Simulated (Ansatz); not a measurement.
Cd (hcp, Mg type)

```yaml
crystal:
  lattice:
    - [3.01606, 0.00000, 0.00000]
    - [-1.50803, 2.61198, 0.00000]
    - [0.00000, 0.00000, 5.81912]
  atoms:
    - { symbol: Cd, position: [0.33333, 0.66667, 0.75000] }
    - { symbol: Cd, position: [0.66667, 0.33333, 0.25000] }
```

The volume is varied about the relaxed value V₀ at fixed cell shape. Symmetry pins the atoms to their sites.

These are PBE (plane waves to 420 eV, PAW, scalar-relativistic; Ansatz, a first-principles code) values and carry that method's errors. k mesh 18×18×8 (Γ-centred), Fermi-Dirac smearing 0.05 eV. The energy includes the smearing's −TS. Stress and pressure are positive under compression. With the shape held, the modulus is that of even scaling; a crystal free to change shape is softer. Cd was relaxed with its symmetry unable to fall. The relaxed volume of Cd is well above the measured one; the method has no dispersion term. The zero of ΔE is the relaxed starting cell. The last digit holds for this mesh only.

| V (Å³/atom) | ΔE (meV/atom) |
|---|---|
| 21.546 | 13.3 |
| 21.775 | 9.0 |
| 22.004 | 5.6 |
| 22.234 | 3.1 |
| 22.463 | 1.3 |
| 22.692 | 0.3 |
| 22.921 | 0.0 |
| 23.150 | 0.3 |
| 23.380 | 1.2 |
| 23.609 | 2.6 |
| 23.838 | withheld |
| 24.067 | 7.0 |
| 24.296 | 9.8 |

Problem. Fit a third-order Birch-Murnaghan form (E₀, V₀, B₀, B₀′ free) to the given rows and predict ΔE at V = 23.838.

Solution. Least squares on the 12 given rows: ΔE = E₀ + (9V₀B₀/16)·y²·[2 + (B₀′ − 4)y], y = (V₀/V)^(2/3) − 1, with V₀ = 22.922 Å³/atom, B₀ = 44.25 GPa (160.2 GPa = 1 eV/Å³; the term in eV is multiplied by 1000), B₀′ = 6.51, E₀ = -0.01 meV/atom; root-mean-square residual 0.02 meV/atom. At 23.838 the fit gives 4.6 meV/atom; the calculation gives 4.6 meV/atom, the same to the digits shown. For the pressure the fit gives -1.5 GPa against the computed -1.5 GPa.

(Under strain, the slope of the energy per volume gives the stress and its curvature an elastic modulus.)
